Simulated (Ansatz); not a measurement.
# Computed properties of CdHg3Te4

CdHg$_{3}$Te$_{4}$:
```yaml
crystal:
  lattice:
    - [6.42841, 0.00000, 0.00000]
    - [0.00000, 6.42841, 0.00000]
    - [0.00000, 0.00000, 6.42841]
  atoms:
    - { symbol: Cd, position: [0.00000, 0.00000, 0.00000] }
    - { symbol: Hg, position: [0.00000, 0.50000, 0.50000] }
    - { symbol: Hg, position: [0.50000, 0.00000, 0.50000] }
    - { symbol: Hg, position: [0.50000, 0.50000, 0.00000] }
    - { symbol: Te, position: [0.24938, 0.24938, 0.24938] }
    - { symbol: Te, position: [0.24938, 0.75062, 0.75062] }
    - { symbol: Te, position: [0.75062, 0.75062, 0.24938] }
    - { symbol: Te, position: [0.75062, 0.24938, 0.75062] }
```

Space group P-43m (No. 215); conventional cell a = 6.4284 Å, b = 6.4284 Å, c = 6.4284 Å, α = 90.00°, β = 90.00°, γ = 90.00°.

Method: the program Ansatz at the LDA level (PAW). The cell and atoms are relaxed at this level. Other levels are named where they apply.

**Cell and energy**

```yaml
volume_per_atom: 33.21 Å³
density: 7.65 g/cm³
Formation energy from the elements (no fitted shifts): -0.18 eV/atom
```

**Electronic structure**

```yaml
electronic_character: no gap, with almost no states at the Fermi level (zero-gap or semimetallic)
Density of states at the Fermi level: 0.00 states/eV per atom (mean over ±0.08 eV)
```

**Mechanics**

```yaml
Bulk modulus (Birch–Murnaghan fit): 470 kbar
Pressure derivative B′: 5.0
Elastic constants (relaxed ions, GPa): C11 = 58.6, C12 = 41.2, C44 = 22.2
mechanical_stability: stable (all eigenvalues of C positive)
hill_bulk_and_shear_moduli: 47.0 and 15.2 GPa
Young's modulus: 41.3 GPa
Poisson's ratio: 0.35
debye_temperature_from_the_elastic_constants: 147 K
```

**Phonons**

```yaml
highest_zone_centre_frequency: 151 cm⁻¹
zone_centre_stability: no imaginary mode at Γ
```

The first step of the workflow began from a Materials Project structure, measured or hypothetical; the Crystallography Open Database copy checked does not list it. With Cd and Hg taken as one species the cell has the higher symmetry F-43m, so it may be an ordered model of a mixed-site phase. Whether it is the stable phase at ambient conditions was not checked. Symmetry was held in the LDA relaxation. As this level gives no gap, shear constants depend on the k-mesh and smearing (Fermi–Dirac, 0.1 eV here). As this level gives no gap, phonon frequencies hold no LO–TO term and depend on the k-mesh and smearing (Fermi–Dirac, 0.1 eV here). The references are the lowest solids computed at this level, not always the standard phases. Spin–orbit coupling is left out wherever it is not named.

Potentials: the later of the program's two PAW sets.
